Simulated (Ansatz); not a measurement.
Data:

Ta$_{2}$O$_{5}$:
```
CELL_PARAMETERS angstrom
      3.66927     0.00000     0.00000
      0.00000     3.85793     0.00000
      0.00000     0.00000     6.43150
ATOMIC_POSITIONS crystal
  Ta 0.50000 0.00000 0.50000
  Ta 0.00000 0.00000 0.00000
  O  0.50000 0.50000 0.50000
  O  0.00000 0.00000 0.67925
  O  0.00000 0.00000 0.32075
  O  0.00000 0.50000 0.00000
  O  0.50000 0.00000 0.00000
```

This is the PBEsol-relaxed structure. x, y and z are the axes in which the lattice vectors are written.

Task: All from PBEsol (plane waves, PAW; program Ansatz), unless another level is named. Predict the Young's modulus.

Result: 270 GPa.

Task: Give the elastic constants (relaxed ions, GPa).

Result: C11 = 677, C22 = 798, C33 = 298, C12 = 52.2, C13 = 129, C23 = 28.5, C44 = 43.9, C55 = 40.0, C66 = 77.9.

Task: Next, the highest zone-centre frequency (without LO–TO term)?

Result: 873 cm⁻¹.

Space group Pmmm. The first step of the workflow began from a Materials Project structure, measured or hypothetical; the Crystallography Open Database copy checked does not list it. COD files the formula under space group No. 49. Its standing as an ambient phase is unchecked. The PBEsol relaxation kept the symmetry of its start. At this level the phase is dynamically unstable (imaginary phonons). No spin polarisation was allowed. Spin–orbit coupling is left out wherever it is not named.

Potentials: the earlier of the program's two PAW sets. The files were generated under PBE; for other functionals the program regenerates the frozen cores, and for LDA and PBEsol the local potential too.
